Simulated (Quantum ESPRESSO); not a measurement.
W3MoS3Se5, convergence and cost over cutoff and k mesh

A calculation, not a measurement. The program is pw.x of Quantum ESPRESSO 7.5 (plane-wave density functional theory). The cell is made up: 12 atoms on a layered 2H lattice, with randomly drawn elements, strain and displacements, not relaxed. PseudoDojo standard norm-conserving files (v0.5 for PBE, v0.4.1 for LDA and PBEsol) set the functional; there is no spin polarisation, spin-orbit coupling or dispersion term, and the masses in the input are unused placeholders. A spin-polarised start on this cell or one of its family kept no moment.

Input of the run in row 2:

```
&control calculation='scf', pseudo_dir='./dojo.nc.sr.pbe.v0_5.standard.upf', outdir='./o', disk_io='low', tprnfor=.true., tstress=.true. /
&system ibrav=0, nat=12, ntyp=4, nbnd=83, ecutwfc=85.99341389, nosym=.true., tot_charge=0,
 occupations='smearing', smearing='fd', degauss=0.0018374661
/
&electrons conv_thr=7.350e-09, electron_maxstep=60, /
ATOMIC_SPECIES
Mo 1.0 Mo.upf
S 1.0 S.upf
Se 1.0 Se.upf
W 1.0 W.upf
CELL_PARAMETERS angstrom
3.2728 0.0 0.0
0.0 5.6687 0.0
0.0 0.0 13.0587
ATOMIC_POSITIONS angstrom
W -0.1542 1.8195 3.3445
Mo 1.5903 0.9613 9.8194
W 1.7287 4.6302 3.3349
W 0.0455 3.7854 9.866
S 0.0423 1.85 8.0711
Se 0.0302 1.8938 11.4269
S 1.6069 0.8787 1.5827
Se 1.6018 0.9195 4.9085
Se 1.6546 4.6827 8.1798
Se 1.6423 4.7761 11.3805
Se 0.0275 3.7717 1.5956
S -0.0031 3.7838 4.9171
K_POINTS automatic
7 4 2 1 1 1
```

The same cell was run at these settings. Meshes are shifted by half a step, and differences are from the last row, which is itself not exact.

| cutoff (eV) | k mesh | k points solved | threshold (eV) | free energy less the last row's (eV) | pressure (GPa) | largest stress difference (GPa) | largest force difference (eV/Å) | iterations | wall time (s) | k-point pools | processor |
| --- | --- | --- | --- | --- | --- | --- | --- | --- | --- | --- | --- |
| 819 | 2 x 2 x 2 | 4 | 1e-04 | 5.203 | -43.99 | 46.07 | 0.519 | 15 | 38 | 4 | AMD EPYC, Zen 5 class |
| 1170 | 7 x 4 x 2 | 28 | 1e-07 | 0.004 | 1.46 | 0.02 | 0.003 | 21 | 428 | 4 | AMD EPYC, Zen 5 class |
| 1467 | 9 x 6 x 4 | 108 | 1e-07 | 0.000 | 1.45 | 0.00 | 0.000 | 21 | 2124 | 4 | AMD EPYC, Zen 5 class |

Each pool is one process. Wall times include start-up and a band step at six k points, which weighs most on the coarsest meshes. The runs were on shared virtual cores whose load varied, so times are rough.